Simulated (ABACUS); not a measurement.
Consider a self-consistent single point of Ge (P6_3/mmc, 8 atoms in the cell; from Materials Project mp-1091415, changed as shown).

```
Ge
1.0
    3.92306     0.00000     0.00000
   -1.96153     3.39747     0.00000
    0.00000     0.00000    12.89358
Ge
8
Direct
  0.00000   0.00000   0.40685
  0.00000   0.00000   0.59315
  0.00000   0.00000   0.90685
  0.00000   0.00000   0.09315
  0.33333   0.66667   0.34406
  0.66667   0.33333   0.65594
  0.66667   0.33333   0.84406
  0.33333   0.66667   0.15594
```

Computed with PBEsol, PseudoDojo 0.4 standard norm-conserving PBEsol (tails mended) pseudopotentials (plane waves; ABACUS).

ABACUS settings:

| key | value |
|---|---|
| KPT | Gamma 6 6 2 0 0 0 |
| basis_type | pw |
| ecutwfc | 78 Ry |
| smearing_method | fd |
| smearing_sigma | 0.00734986 Ry |
| potentials | PseudoDojo 0.4 standard norm-conserving PBEsol (tails mended) |
| symmetry | 1 |
| symmetry_prec | 1e-05 |
| ks_solver | dav_subspace |
| scf_nmax | 100 |
| scf_thr | 1.0e-09 Ry |
| mixing_type | broyden |

Results:

- Number of valence electrons: 112
- Number of bands: 68
- Number of k-points after the program's reduction: 14
- Number of plane waves (most at a k-point): 13604
- Number of SCF iterations: 9
- FFT grid: 45 × 45 × 144
- Free energy E − TS: -19418.1406 eV
- Pressure: 4.67 GPa
- Largest force (vector length): 0.014 eV/Å

Forces (eV/Å):
| atom | Fx | Fy | Fz |
|---|---|---|---|
| Ge1 | 0.000 | 0.000 | -0.010 |
| Ge2 | 0.000 | 0.000 | 0.010 |
| Ge3 | 0.000 | 0.000 | -0.010 |
| Ge4 | 0.000 | 0.000 | 0.010 |
| Ge5 | 0.000 | 0.000 | -0.014 |
| Ge6 | 0.000 | 0.000 | 0.014 |
| Ge7 | 0.000 | 0.000 | -0.014 |
| Ge8 | 0.000 | 0.000 | 0.014 |

Stress (GPa, positive for compression):
```
4.85  0.00  0.00
0.00  4.85  0.00
0.00  0.00  4.30
```

For comparison: a first run was changed to give this one (lattice scaled by 0.98), and from it to this one the free energy rises by 18.8 meV/atom, the pressure goes from 0.06 to 4.67 GPa and the largest force moves little (0.013 to 0.014 eV/Å).

The structure comes from a collection of computed structures, made at another level of theory; the collection holds predicted forms beside known ones. No clean gap shows at this smearing width and mesh (spacing up to 0.31 Å⁻¹); the mesh is coarse for partly filled bands, so the values carry mesh errors. Semi-local functionals can close small gaps.

Cost on one core: very roughly 5 core-minutes.

“Tails mended”: in these copies of the files the far tail of each local potential was reset to the Coulomb form.
